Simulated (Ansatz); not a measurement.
A relaxation computed with Ansatz, from input to last step.

```yaml
crystal:
  lattice:
    - [5.9857820949, 0.0, 0.0]
    - [-2.9928910474, 5.1838393557, 0.0]
    - [0.0, 0.0, 4.8045136913]
  atoms:
    - { symbol: Nb, position: [0.833, 0.666, 0.25] }
    - { symbol: Nb, position: [0.167, 0.833, 0.75] }
    - { symbol: Nb, position: [0.334, 0.167, 0.25] }
    - { symbol: Nb, position: [0.167, 0.334, 0.75] }
    - { symbol: Nb, position: [0.833, 0.167, 0.25] }
    - { symbol: Nb, position: [0.666, 0.833, 0.75] }
    - { symbol: Cl, position: [0.3333333333, 0.6666666667, 0.25] }
    - { symbol: Cl, position: [0.6666666667, 0.3333333333, 0.75] }
basis:
  ecutwfc: 420
kpoints:
  mp_grid: { grid: [3, 3, 4] }
hamiltonian:
  xc: pbe
scf:
  occupations: { method: gaussian, width: 0.1 }
  lower_state_search: "off"
output:
  forces: true
  stress: true
  eigenvalues: true
relax:
  adjacent_minimum: "off"
  f_tol: 0.04
  max_steps: 70
  cell: { stress_tol: 0.4 }
```

```bash
ansatz run input.yaml --threads 1 --pin off --max-ram 2560MiB --backend cpu --events-out ev --progress --plain --runs-dir out
```

The calculation used Ansatz 0.2.0, DFT PBE, scalar-relativistic, plane waves, PAW.

Of 6 frames 5 are shown, positions in Å and forces in eV/Å; the SCF threshold varies from step to step. Steps run on the plane waves of an earlier cell, with a Pulay correction in the pressure. The basis is chosen afresh for the last frame, the zero of the energies, and at times for earlier ones too; energy and pressure step there, also at an unchanged geometry. The mark taken_back stands on steps that the optimiser undid.

```xyz
8
Lattice="5.9858 0.0000 0.0000 -2.9929 5.1838 0.0000 0.0000 0.0000 4.8045" Properties=species:S:1:pos:R:3:forces:R:3 pbc="T T T" step=1 free_energy_over_end_meV_per_atom=84.34 pressure_GPa=-4.91
Nb    2.9929    3.4524    1.2011    0.0000    1.4740    0.0000
Nb   -1.4935    4.3181    3.6034   -1.2765    0.7370    0.0000
Nb    1.4994    0.8657    1.2011   -1.2765   -0.7370    0.0000
Nb    0.0000    1.7314    3.6034    0.0000   -1.4740    0.0000
Nb    4.4863    0.8657    1.2011    1.2765   -0.7370    0.0000
Nb    1.4935    4.3181    3.6034    1.2765    0.7370    0.0000
Cl    0.0000    3.4559    1.2011    0.0000    0.0000    0.0000
Cl    2.9929    1.7279    3.6034    0.0000    0.0000    0.0000
8
Lattice="5.7824 0.0000 0.0000 -2.8912 5.0077 0.0000 0.0000 0.0000 4.7861" Properties=species:S:1:pos:R:3:forces:R:3 pbc="T T T" step=2 free_energy_over_end_meV_per_atom=92.31 pressure_GPa=12.81 taken_back
Nb    2.8912    3.5235    1.1965    0.0000   -2.1073    0.0000
Nb   -1.6059    4.2656    3.5896    1.8250   -1.0537    0.0000
Nb    1.2853    0.7421    1.1965    1.8250    1.0537    0.0000
Nb    0.0000    1.4841    3.5896    0.0000    2.1073    0.0000
Nb    4.4971    0.7421    1.1965   -1.8250    1.0537    0.0000
Nb    1.6059    4.2656    3.5896   -1.8250   -1.0537    0.0000
Cl    0.0000    3.3384    1.1965    0.0000    0.0000    0.0000
Cl    2.8912    1.6692    3.5896    0.0000    0.0000    0.0000
8
Lattice="5.9090 0.0000 0.0000 -2.9545 5.1173 0.0000 0.0000 0.0000 4.8526" Properties=species:S:1:pos:R:3:forces:R:3 pbc="T T T" step=3 free_energy_over_end_meV_per_atom=6.48 pressure_GPa=-1.58
Nb    2.9545    3.4929    1.2132    0.0000    0.4589    0.0000
Nb   -1.5477    4.3051    3.6395   -0.3975    0.2295    0.0000
Nb    1.4068    0.8122    1.2132   -0.3975   -0.2295    0.0000
Nb    0.0000    1.6244    3.6395    0.0000   -0.4589    0.0000
Nb    4.5022    0.8122    1.2132    0.3975   -0.2295    0.0000
Nb    1.5477    4.3051    3.6395    0.3975    0.2295    0.0000
Cl    0.0000    3.4116    1.2132    0.0000    0.0000    0.0000
Cl    2.9545    1.7058    3.6395    0.0000    0.0000    0.0000
8
Lattice="5.8467 0.0000 0.0000 -2.9234 5.0634 0.0000 0.0000 0.0000 4.8988" Properties=species:S:1:pos:R:3:forces:R:3 pbc="T T T" step=4 free_energy_over_end_meV_per_atom=1.14 pressure_GPa=1.10
Nb    2.9234    3.4910    1.2247    0.0000   -0.2207    0.0000
Nb   -1.5616    4.2772    3.6741    0.1911   -0.1103    0.0000
Nb    1.3617    0.7862    1.2247    0.1911    0.1103    0.0000
Nb    0.0000    1.5724    3.6741    0.0000    0.2207    0.0000
Nb    4.4850    0.7862    1.2247   -0.1911    0.1103    0.0000
Nb    1.5616    4.2772    3.6741   -0.1911   -0.1103    0.0000
Cl    0.0000    3.3756    1.2247    0.0000    0.0000    0.0000
Cl    2.9234    1.6878    3.6741    0.0000    0.0000    0.0000
8
Lattice="5.8595 0.0000 0.0000 -2.9297 5.0745 0.0000 0.0000 0.0000 4.9011" Properties=species:S:1:pos:R:3:forces:R:3 pbc="T T T" step=6 free_energy_over_end_meV_per_atom=0.00 pressure_GPa=-0.01
Nb    2.9297    3.4875    1.2253    0.0000    0.0053    0.0000
Nb   -1.5554    4.2810    3.6758   -0.0046    0.0026    0.0000
Nb    1.3743    0.7935    1.2253   -0.0046   -0.0026    0.0000
Nb    0.0000    1.5869    3.6758    0.0000   -0.0053    0.0000
Nb    4.4852    0.7935    1.2253    0.0046   -0.0026    0.0000
Nb    1.5554    4.2810    3.6758    0.0046    0.0026    0.0000
Cl    0.0000    3.3830    1.2253    0.0000    0.0000    0.0000
Cl    2.9297    1.6915    3.6758    0.0000    0.0000    0.0000
```

The start puts this composition into another compound's structure type, which needn't suit it. At the end the space group is P6_3/mmc (tolerance 0.05 Å).

Time: 45 s on 1 thread of Intel(R) Xeon(R) Platinum 8259CL CPU @ 2.50GHz (Skylake/Cascade Lake), with other jobs on the host, peak memory 0.5 GiB.

The k mesh is coarse.